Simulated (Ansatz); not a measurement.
# Run times of several calculations on SiO2

Cell: 12 atoms, space group P4_12_12, a = 4.908 Å, b = 4.908 Å, c = 6.784 Å, α = 90.00°, β = 90.00°, γ = 90.00°.

All runs are DFT with Ansatz 0.2.0 on 1 thread of Intel Xeon Platinum 8488C (Sapphire Rapids) (x86_64; 16 cores open to the job, memory cap 3.0 GiB, no GPU), a shared host.

Task: Rank the runs by wall time, shortest first.
A. relaxation of the ions, PBE, gradients read without the response of the cores, 420 eV, 5×5×4 k-points, smearing 0.02 eV
B. single point at relaxed positions, r2SCAN, gradients read without the response of the cores, 500 eV, 5×5×4 k-points, smearing 0.02 eV
C. single point, PBE, gradients read without the response of the cores, 420 eV, 5×5×4 k-points, smearing 0.02 eV

Result: C (9.1 s, 0.44 GiB), B (22 s, 0.66 GiB), A (34 s, 0.48 GiB).
